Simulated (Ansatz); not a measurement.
TlCl$_{3}$:
```xyz
8
Lattice="3.2523 5.6208 0.0000 -3.2523 5.6208 0.0000 -2.1020 0.0000 5.7204" Properties=species:S:1:pos:R:3 pbc="T T T"
Tl     0.0000     1.8711     0.0000
Tl     0.0000     9.3705     0.0000
Cl     1.1253     3.6777     1.4604
Cl    -3.2274     7.5639     4.2599
Cl    -3.2274     3.6777     4.2599
Cl     1.1253     7.5639     1.4604
Cl    -2.2870     5.6208     1.4962
Cl     0.1850     5.6208     4.2241
```

Relaxed with LDA. Independent-particle spectrum: no excitons, no local fields, no scissors shift; 0.1 eV broadening; ε₁ of the summed bands alone.

Task: Tabulate the dielectric function from LDA (plane waves, PAW; program Ansatz).

Result: 

```
E (eV)  ε₁ xx  ε₂ xx  ε₁ yy  ε₂ yy  ε₁ zz  ε₂ zz
------  -----  -----  -----  -----  -----  -----
0.0      4.92   0.00   4.97   0.00   5.00   0.00
0.3      4.94   0.00   4.99   0.00   5.01   0.00
0.6      4.98   0.00   5.03   0.00   5.06   0.00
0.9      5.05   0.00   5.11   0.00   5.15   0.00
1.2      5.16   0.00   5.22   0.00   5.29   0.00
1.5      5.33   0.00   5.40   0.00   5.50   0.00
1.8      5.57   0.00   5.66   0.00   5.87   0.00
2.1      5.99   0.00   6.10   0.00   6.67   0.35
2.4      6.88   0.36   7.11   0.43   7.09   1.19
2.7      7.23   1.65   7.56   1.79   7.13   2.44
3.0      6.48   2.63   6.47   3.17   6.21   2.96
3.3      6.25   2.70   5.81   2.86   4.84   4.07
3.6      6.20   3.44   5.34   3.85   5.34   2.63
3.9      5.40   3.26   5.17   2.40   6.37   4.97
4.2      6.15   3.49   6.60   3.32   2.92   5.22
4.5      4.48   6.09   5.22   5.61   1.57   3.14
4.8      3.39   3.58   2.93   5.54   2.36   1.45
5.1      2.84   4.76   2.49   3.30   4.17   1.44
5.4      2.78   3.62   3.59   4.03   4.93   3.04
5.7      1.38   4.09  -0.28   4.67   2.93   5.09
6.0      2.19   0.40   2.53   0.12   1.33   1.20
6.3      5.51   1.53   5.57   1.57   5.19   1.22
6.6      5.91   4.15   5.89   4.61   5.07   3.32
6.9      3.99   5.66   3.54   5.44   4.72   3.88
7.2      2.85   5.26   2.69   5.59   4.30   4.92
7.5      1.36   6.10   1.77   5.39   2.83   5.16
7.8     -0.33   4.60  -0.18   5.03   2.41   5.12
8.1      0.58   2.88   0.45   2.82   1.48   4.95
8.4      0.91   2.94   1.09   3.09   1.21   4.81
8.7      1.07   2.60   1.08   2.95   0.43   4.67
9.0      1.64   2.27   1.02   2.57  -0.16   3.23
9.3      2.20   3.11   1.72   2.58   0.48   2.60
9.6      1.54   3.74   1.84   3.00   0.67   2.46
9.9      1.32   3.38   1.57   3.26   1.61   2.33
10.2     1.25   3.31   1.10   3.48   1.75   2.86
10.5     1.11   3.48   1.05   3.36   1.39   3.48
10.8     0.96   3.38   1.21   3.09   1.07   3.22
11.1     0.75   3.90   1.19   3.85   1.36   3.45
11.4     0.01   3.38   0.41   3.74   1.13   4.18
11.7     0.23   3.21   0.10   3.70  -0.20   4.23
12.0     0.09   3.54  -0.34   3.60  -0.64   3.23
```

Task: From ε at 2.6 eV (xx: 7.23 + 1.21i), find n, k, the normal reflectivity and the absorption coefficient.

Result: n = 2.70, k = 0.224, R = 21 %, α = 2kE/ħc = 59000 cm⁻¹.

With all bands, ε∞ without local fields is 5.04 (xx), 5.09 (yy), 5.11 (zz). DFPT, with local fields, gives 4.45 (xx), 4.49 (yy), 3.96 (zz).

Space group C2/m. The workflow started from a Materials Project entry (that database holds measured and hypothetical structures alike); the Crystallography Open Database copy checked does not list it. Whether it is the stable phase at ambient conditions was not checked. The cell was relaxed with LDA under the symmetry of its start; whether a distortion lowers the energy is not shown. A crystal of weakly bound layers computed without a dispersion correction: the cell and the soft elastic constants depend strongly on that. Scalar-relativistic: spin–orbit coupling is off unless named, which matters more the heavier the elements.

Potentials: the later of the program's two PAW sets.
